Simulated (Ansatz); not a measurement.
C:
```xyz
4
Lattice="-2.0525 2.0525 2.0525 2.0525 -2.0525 2.0525 2.0525 2.0525 -2.0525" Properties=species:S:1:pos:R:3 pbc="T T T"
C      1.5394     0.5131    -0.5131
C      0.5131    -0.5131     1.5394
C     -0.5131     1.5394     0.5131
C      0.5131     0.5131     0.5131
```

Relaxed with r²SCAN. Special points in fractions of this cell's reciprocal vectors: Γ (0.000, 0.000, 0.000); H (0.500, -0.500, 0.500); N (0.000, 0.000, 0.500); P (0.250, 0.250, 0.250).

### Question
List the band energies nearest the Fermi level at these points for plane-wave PAW r²SCAN (Ansatz code).

### Answer
In eV from the Fermi level; about four levels below and three above (degenerate sets whole), none deeper than 8.9 eV; … stands for higher levels left out; points with the same levels are listed once.

| k | below | above |
|---|---|---|
| Γ | -7.49 -7.49 -2.57 -2.57 -2.57 | 6.55 … |
| H | -8.11 -8.11 -8.11 | 0.84 1.69 1.69 1.69 |
| N | -8.69 -8.00 -6.84 -1.42 | 0.22 0.30 3.36 |
| P | -5.77 -5.77 -0.83 -0.83 | 1.44 1.44 … |

Space group I4_132. The start of the workflow was typed in or built on a structure type; neither database checked (COD, Materials Project) lists it. It is not the phase usual at ambient conditions (space group No. 194, 227). Symmetry was held in the r²SCAN relaxation. At this level the phase is mechanically unstable.

Potentials: the earlier of the program's two PAW sets.
